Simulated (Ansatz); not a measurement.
Relaxed-ion elastic tensor of VN in space group P-6m2 (No. 187; V on 1e, N on 1d) in GPa (Voigt order), the program Ansatz at the PBEsol level (PAW); density 6.47 g/cm³, 8.34 Å³ per atom.

```
672  202  144  0.0  0.0  0.0
202  672  144  0.0  0.0  0.0
144  144  951  0.0  0.0  0.0
0.0  0.0  0.0  296  0.0  0.0
0.0  0.0  0.0  0.0  296  0.0
0.0  0.0  0.0  0.0  0.0  235
```

Question: Is the crystal mechanically stable?

Answer: Yes: the smallest eigenvalue of C is 235 GPa.

Question: Work out the Voigt, Reuss and Hill averages.

Answer: K_V = 364, K_R = 359, K_H = 361; G_V = 286, G_R = 277, G_H = 282 GPa.

Question: Give Young's modulus, Poisson's ratio, Pugh's ratio and the universal anisotropy index.

Answer: E = 9KG/(3K + G) = 671 GPa; ν = 0.19; K/G = 1.28 (brittle by the Pugh limit of 1.75); A_U = 5G_V/G_R + K_V/K_R − 6 = 0.17.

Question: Estimate the sound speeds and the Debye temperature.

Answer: v_l = √((K + 4G/3)/ρ) = 10700 m/s, v_t = √(G/ρ) = 6600 m/s, mean 7280 m/s; Θ = (h/k)(3n/4πV)^(1/3) v_m = 1070 K.

Question: How much does each axis shrink under pressure?

Answer: Linear compressibilities β_i = Σ_j S_ij (j = 1 to 3): x 1.0, y 1.0, z 0.74 per TPa.

The workflow started from a Materials Project entry (that database holds measured and hypothetical structures alike); the Crystallography Open Database copy checked does not list it. It is not the phase usual at ambient conditions (space group No. 225). Symmetry was held in the PBEsol relaxation; whether a distortion lowers the energy is not shown. No spin polarisation was allowed. As this level gives no gap, shear constants depend on the k-mesh and smearing (Fermi–Dirac, 0.1 eV here). On the denser mesh and wider smearing of the elastic run this cell carries a stress of 0.3 GPa.

Potentials: the later of the program's two PAW sets.
